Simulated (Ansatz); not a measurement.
**Trial structures of Sr4HfO: starts and ends**

These are results of Ansatz 0.2.0, DFT PBE, scalar-relativistic, plane waves, PAW, not measurements. Settings: cutoff 420 eV, Γ-centred meshes spaced at most about 0.3 Å⁻¹, and about 0.25 Å⁻¹ or finer for metals (2π included), Gaussian smearing. No spin polarisation in the final relaxations.

Each guess was relaxed in cell and atoms at zero pressure, within the symmetry of its start. These are static total energies at zero pressure. Coordination counts Hf or Sr atoms around O (for each partner element, those within 1.25 times its shortest distance or 1.15 times the sum of covalent radii, where it is the nearest in units of that sum or under 1.3; a plus sign parts groups by distance over the sum of covalent radii; the shortest distance is added where it exceeds 1.18 times the sum of covalent radii).

| guess | made from | start group | V start (Å³/atom) | end group | V end (Å³/atom) | coordination at the end | gap on mesh (eV) | E over the lowest end (meV/atom) |
| --- | --- | --- | --- | --- | --- | --- | --- | --- |
| 1 | RbFeF4 type | P4/mmm | 24.1 | P4/mmm | 36.0 | O 4+2 | 0 | 250 |
| 2 | random cell | P6/mmm | 26.6 | ? | ? | ? | ? | ? |
| 3 | random cell | F-43m | 25.1 | F-43m | 51.2 | O 4 | 0 | 519 |
| 4 | NdAlCu4 type | P-6m2 | 26.3 | P-6m2 | 36.5 | O 6 | 0 | 632 |
| 5 | NbWSe4 type | P-6m2 | 23.0 | P-6m2 | 32.2 | O 6 | 0 | 0 |

Guess 2 as it starts:

```cif
data_structure
_symmetry_space_group_name_H-M 'P6/mmm'
_symmetry_Int_Tables_number 191
_cell_length_a 4.8378
_cell_length_b 4.8378
_cell_length_c 7.8765
_cell_angle_alpha 90.000
_cell_angle_beta 90.000
_cell_angle_gamma 120.000
_cell_volume 159.65
loop_
_atom_site_label
_atom_site_type_symbol
_atom_site_symmetry_multiplicity
_atom_site_Wyckoff_symbol
_atom_site_fract_x
_atom_site_fract_y
_atom_site_fract_z
_atom_site_occupancy
Sr1 Sr 4 h 0.33333 0.66667 0.29717 1
Hf1 Hf 1 b 0.00000 0.00000 0.50000 1
O1 O 1 a 0.00000 0.00000 0.00000 1
```

Question: Predict the end of this guess and its energy over the lowest end.

Answer: It ends in space group P6/mmm (No. 191), with a = 5.843 Å, c = 6.881 Å, 33.9 Å³/atom and no gap. It lies 1.13 eV/atom over the lowest end, above guess 4 and so the highest of the set. Counting Hf or Sr atoms around O, this end has O 2 from 3.4 Å and the lowest (guess 5) has O 6.

```
Sr Hf O
1.0
     5.84311    0.00000    0.00000
    -2.92156    5.06028    0.00000
     0.00000    0.00000    6.88079
Sr Hf O
4 1 1
Direct
  0.33333 0.66667 0.25567
  0.66667 0.33333 0.25567
  0.66667 0.33333 0.74433
  0.33333 0.66667 0.74433
  0.00000 0.00000 0.50000
  0.00000 0.00000 0.00000
```

Energies over the elements count from the elements' standard structures at the same level (O₂ as a molecule), with no fitted energy shifts.

Question: Is the lowest end bound against the elements?

Answer: Yes: its formation energy is −0.47 eV/atom. It lies below the elements, which doesn't yet make it stable against other compounds or structures.

These runs have no spin–orbit coupling, which can matter for Hf. A magnetic state wasn't ruled out in cells without spin, among them P4/mmm, F-43m, P-6m2 at 36.5 Å³/atom, P6/mmm. Cells relaxed within their symmetry can be saddle points. A lower structure may well exist outside this small set. Some structure types and database cells were kept out of the candidates from the start, so a known form may be missing.
